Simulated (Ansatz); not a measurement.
## CdTe: from a starting cell to a relaxed one

The start is a relaxed CdTe cell deformed by the Cartesian strain tensor (xx, yy, zz, yz, xz, xy) = (0.047, -0.172, -0.087, 0.072, -0.068, -0.015). Cell shape, volume and atoms are optimised at zero target pressure with PBEsol (plane waves to 420 eV, PAW, scalar-relativistic; Ansatz, a first-principles code). The first steps use a coarse 6×7×7 k-mesh.

Initial structure:
```
CELL_PARAMETERS angstrom
     -0.26605     2.92002     3.19580
      3.17796     0.18656     2.74320
      3.34991     2.63937     0.01460
ATOMIC_POSITIONS crystal
  Te 0.75000 0.75000 0.75000
  Cd 0.00000 0.00000 0.00000
```

### Question
How much energy is released per atom?

### Answer
0.66 eV/atom.

### Question
How do the shortest distances between atoms change?

### Answer
The closest pairs of elements (up to four, under 3.6 Å), start → end: Cd–Te 2.40 → 2.81 Å.

### Question
What band gap does the relaxed structure have at this level?

### Answer
0.65 eV, direct at Γ (no spin-orbit coupling).

The end point of the relaxation:

Space group F-43m (No. 216); a = 6.490 Å, b = 6.490 Å, c = 6.490 Å, α = 90.00°, β = 90.00°, γ = 90.00°

```csv
atom,site,symmetry,x,y,z
Te,4a,-43m,0.0000,0.0000,0.0000
Cd,4d,-43m,0.7500,0.7500,0.7500
```
(The calculation used a cell of 2 atoms; values per cell refer to that cell.)

Final values are on a 9×9×9 k-mesh of the relaxed cell. No spin polarisation in the result. Spin-orbit coupling is missing; with elements this heavy it can move band edges by tenths of an eV or more.
